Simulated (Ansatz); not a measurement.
MgB$_{2}$ (AlB2 type, space group P6/mmm)

```yaml
crystal:
  lattice:
    - [3.06322, 0.00000, 0.00000]
    - [-1.53161, 2.65283, 0.00000]
    - [0.00000, 0.00000, 3.49987]
  atoms:
    - { symbol: Mg, position: [0.00000, 0.00000, 0.00000] }
    - { symbol: B, position: [0.33333, 0.66667, 0.50000] }
    - { symbol: B, position: [0.66667, 0.33333, 0.50000] }
```

The slice is a (0001) plane (indices of the conventional cell) through the point (0.333, 0.667, 0.500) (fractional), spanned by u = [110] and v = [1 -1 0] in vectors of this cell: u (3.06 Å) and v (5.31 Å, at 90° to u). It covers one period; positions are fractions (u, v).

Computed with PBEsol (plane waves to 420 eV, PAW, scalar-relativistic; Ansatz, a first-principles code). k mesh 17×17×13. Inside the PAW spheres the values are not all-electron values, and peaks at nuclei hang on which shells count as valence. MgB2 was relaxed with its symmetry unable to fall.

### Question
What is the valence density on the shortest B–B line in this plane (1.77 Å), at its midpoint?

### Answer
0.83 e/Å³.

### Question
The ELF has a maximum in the middle third of the B–B line. Where, and how high?

### Answer
0.92, 0.9 Å from B.

### Question
Predict the map of the electrostatic potential energy of an electron, from the cell's mean on the slice.

### Answer
| v \ u | 0.00 | 0.14 | 0.29 | 0.43 | 0.57 | 0.71 | 0.86 |
|---|---|---|---|---|---|---|---|
| 0.92 | x | x | <1.0 | x | x | <1.0 | x |
| 0.83 | 5.1 | 5.7 | x | x | x | x | 5.7 |
| 0.75 | 9.6 | 9.0 | 1.9 | x | x | 1.9 | 9.0 |
| 0.67 | 9.9 | 9.7 | 7.2 | 2.3 | 2.3 | 7.2 | 9.7 |
| 0.58 | 9.6 | 9.0 | 1.9 | x | x | 1.9 | 9.0 |
| 0.50 | 5.1 | 5.7 | x | x | x | x | 5.7 |
| 0.42 | x | x | <1.0 | x | x | <1.0 | x |
| 0.33 | x | x | 3.9 | 5.5 | 5.5 | 3.9 | x |
| 0.25 | x | x | 6.8 | 9.6 | 9.6 | 6.8 | x |
| 0.17 | 1.3 | 4.5 | 8.9 | 9.9 | 9.9 | 8.9 | 4.5 |
| 0.08 | x | x | 6.8 | 9.6 | 9.6 | 6.8 | x |
| 0.00 | x | x | 3.9 | 5.5 | 5.5 | 3.9 | x |

Values: electrostatic potential energy of an electron, from the cell's mean, in eV. Points within 0.7 Å of a nucleus are blanked (x), as the pseudised field means little there. Values under 1 eV are set to 1. The zero, the cell's mean, hangs on the PAW cores.
